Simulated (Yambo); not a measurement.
LiO₂H₃ (space group P-1, No. 2, within 0.06 Å of C2/m), G0W0@LDA in Yambo (4×2×2 mesh, plasmon pole; 8 Ry block, no terminator). The number N of bands in W and G is varied.

```json
[
 {"N": "61", "x = 1/N": "0.01639", "gap (-0.5, -0.5, -0.5) → Γ (eV)": "7.836", "shift of the valence edge (eV)": "-1.209"},
 {"N": "91", "x = 1/N": "0.01099", "gap (-0.5, -0.5, -0.5) → Γ (eV)": "7.808", "shift of the valence edge (eV)": "-1.367"},
 {"N": "127", "x = 1/N": "0.00787", "gap (-0.5, -0.5, -0.5) → Γ (eV)": "7.825", "shift of the valence edge (eV)": "-1.479"},
 {"N": "164", "x = 1/N": "0.00610", "gap (-0.5, -0.5, -0.5) → Γ (eV)": "?", "shift of the valence edge (eV)": "?"}
]
```

Basis-set arguments suggest E = E∞ + A x. Fix A and E∞ from the two rows above the withheld one, predict the row at 164 bands, and test the form.

Gap: A = (7.825 − (7.808))/(0.00787 − 0.01099) = -5.45, E∞ = 7.868 eV, so 7.835 eV is predicted; the run gave 7.856 eV (miss 21 meV). The first two rows have slope 5.19, so the form doesn't hold yet over the whole range. Shift: A = (-1.479 − (-1.367))/(0.00787 − 0.01099) = 35.9, E∞ = -1.762 eV, so -1.543 eV is predicted; the run gave -1.563 eV (miss 20 meV). The first two rows have slope 29.3, so the form doesn't hold yet over the whole range. The other settings are held fixed.

Geometry of the Materials Project entry, not relaxed at this level; primitive cell a = 3.128 Å, b = 5.501 Å, c = 5.509 Å, α = 96.15°, β = 103.63°, γ = 103.24°.

The structure is a Materials Project entry; no match was found in the copy of COD used, and its stability was not checked.

A shift is the quasiparticle energy of the state minus its LDA energy.

The distance between layers or molecules is the database entry's, not relaxed here. Functionals without dispersion can leave it too large, which widens gaps and weakens the response across layers: the numbers belong to this cell.
